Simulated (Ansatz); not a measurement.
A relaxed 1×1 slab of 6 planes, cut along (100) from a bcc crystal of one element, has a cell area of 10.13 Å² and a bulk spacing of 1.592 Å between its first planes. All-electron LAPW in Ansatz 0.2.0 (PBE, scalar-relativistic, no spin polarisation) gives γ = 3.98 J/m², Φ = 4.14 eV and a change of the outer spacing of -11.8 %. The bcc structure needn't be the element's own.

Which element is it?

W. Other candidates weren't computed, and some may come near.
